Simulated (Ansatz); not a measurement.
According to PBE in the plane-wave PAW code Ansatz, Sc$_{2}$SiB$_{2}$ in the hexagonal phase (P-6m2; Sc on 2h, Si on 1a, B on 1b, B on 1f) relaxes to a = 3.156 Å, c = 7.811 Å. Its formation energy from the elements is -66 kJ/mol of atoms, with no fitted shifts.

Electronic character: metallic (no gap).

An equation-of-state fit gives a bulk modulus of 132 GPa.

The start of the workflow was typed in or built on a structure type; neither database checked (COD, Materials Project) lists it. Whether it is the stable phase at ambient conditions was not checked. The cell was relaxed with PBE under the symmetry of its start; its stability against distortions is not shown here. No spin polarisation was allowed. The references are the lowest solids computed at this level, not always the standard phases.

Potentials: the earlier of the program's two PAW sets.
